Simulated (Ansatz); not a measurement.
CoMo:
```cif
data_CoMo
_chemical_formula_sum 'Co1 Mo1'
_space_group_name_H-M_alt 'P 1'
_space_group_IT_number 1
_cell_length_a 3.40832
_cell_length_b 3.40832
_cell_length_c 3.40832
_cell_angle_alpha 60.000
_cell_angle_beta 60.000
_cell_angle_gamma 60.000
loop_
_space_group_symop_operation_xyz
  'x, y, z'
loop_
_atom_site_label
_atom_site_type_symbol
_atom_site_fract_x
_atom_site_fract_y
_atom_site_fract_z
_atom_site_occupancy
Co1 Co 0.00000 0.00000 0.00000 1
Mo1 Mo 0.50000 0.50000 0.50000 1
```
The run is spin-polarised; directions of the spins, atom by atom: 0 0.

Relaxed with r²SCAN.

Question: Which orbitals make up the states near the Fermi level in r²SCAN (plane waves, PAW; program Ansatz)?

Answer: Within 0.5 eV of the Fermi level: Mo 4d 48 %, Co 3d 42 %, Co 4s 5 %. Projections are on Löwdin-orthogonalised atomic valence shells; empty p or d shells of many metals are not among them.

Question: Tabulate the density of states.

Answer: States/eV per cell of 2 atoms, in 0.25 eV bins, energy from the Fermi level.

```tsv
E (eV)	total	Co 3d	Mo 4d	Mo 5s
-7.85	0.08	0.00	0.00	0.05
-7.60	0.11	0.00	0.00	0.06
-7.35	0.13	0.00	0.00	0.08
-7.10	0.16	0.00	0.00	0.09
-6.85	0.19	0.00	0.01	0.11
-6.60	0.22	0.00	0.01	0.12
-6.35	0.26	0.01	0.02	0.13
-6.10	0.30	0.01	0.04	0.15
-5.85	0.39	0.03	0.07	0.16
-5.60	0.72	0.14	0.25	0.18
-5.35	1.12	0.27	0.48	0.20
-5.10	1.63	0.40	0.80	0.23
-4.85	2.36	0.56	1.27	0.28
-4.60	3.11	0.91	1.67	0.24
-4.35	3.17	1.21	1.63	0.06
-4.10	3.31	1.45	1.50	0.03
-3.85	3.09	1.54	1.31	0.03
-3.60	3.22	1.60	1.49	0.05
-3.35	2.59	1.37	1.12	0.04
-3.10	2.96	1.78	1.03	0.08
-2.85	3.24	1.89	1.16	0.11
-2.60	3.78	2.22	1.32	0.11
-2.35	3.44	2.44	0.79	0.06
-2.10	3.37	2.62	0.54	0.05
-1.85	3.13	2.60	0.39	0.03
-1.60	2.61	2.06	0.45	0.04
-1.35	2.88	2.14	0.60	0.07
-1.10	1.78	1.04	0.57	0.07
-0.85	1.61	0.81	0.60	0.06
-0.60	1.57	0.73	0.65	0.04
-0.35	1.43	0.63	0.67	0.02
-0.10	2.19	0.93	1.02	0.01
0.15	3.00	1.30	1.40	0.02
0.40	3.11	1.23	1.64	0.02
0.65	2.43	0.90	1.36	0.02
0.90	2.68	0.71	1.86	0.01
1.15	4.83	1.20	3.52	0.02
1.40	3.17	0.87	2.17	0.02
1.65	1.67	0.42	1.07	0.06
1.90	1.43	0.22	0.93	0.12
2.15	1.29	0.22	0.78	0.11
2.40	1.27	0.23	0.70	0.10
2.65	1.01	0.20	0.51	0.07
2.90	0.87	0.19	0.41	0.05
3.15	0.67	0.14	0.29	0.04
3.40	0.23	0.01	0.06	0.03
3.65	0.14	0.00	0.03	0.03
3.90	0.73	0.02	0.16	0.37
4.15	0.73	0.02	0.13	0.31
4.40	0.58	0.02	0.09	0.21
4.65	0.52	0.01	0.07	0.17
```

Space group Fm-3m (rock salt). The start of the workflow was typed in or built on a structure type; neither database checked (COD, Materials Project) lists it. Whether it is the stable phase at ambient conditions was not checked. The r²SCAN relaxation kept the symmetry of its start. At this level the phase is mechanically unstable. Spin order of the final state: ferromagnetic, the only order run, not a proven ground state. Its formation energy is positive at this level, so the cell may be metastable or incomplete. Other orbital occupations within this spin state were not tried. Scalar-relativistic: spin–orbit coupling is off unless named, which matters more the heavier the elements.

Potentials: the earlier of the program's two PAW sets.
